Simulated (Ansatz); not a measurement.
Given:

GaSb:
```
GaSb
1.0
    0.00000     2.84782     2.84782
    2.84782     0.00000     2.84782
    2.84782     2.84782     0.00000
Sb Ga
1 1
Direct
  0.00000   0.00000   0.00000
  0.50000   0.50000   0.50000
```

This is the PBEsol-relaxed structure.

Problem. All from the program Ansatz at the PBEsol level (PAW), unless another level is named. Estimate the bulk modulus (Birch–Murnaghan fit).

Solution. 64.6 GPa.

Problem. Next, the elastic constants (relaxed ions, GPa)?

Solution. C11 = 134, C12 = 30.3, C44 = 7.5.

Problem. What about the highest zone-centre frequency?

Solution. 15.0 meV.

Space group Fm-3m (rock salt). The start of the workflow was typed in or built on a structure type; neither database checked (COD, Materials Project) lists it. It is not the phase usual at ambient conditions (space group No. 216). The PBEsol relaxation kept the symmetry of its start; of distortions, only those at the zone centre were tested. As this level gives no gap, shear constants depend on the k-mesh and smearing (Fermi–Dirac, 0.1 eV here). Scalar-relativistic: spin–orbit coupling is off unless named, which matters more the heavier the elements.

Potentials: the later of the program's two PAW sets.
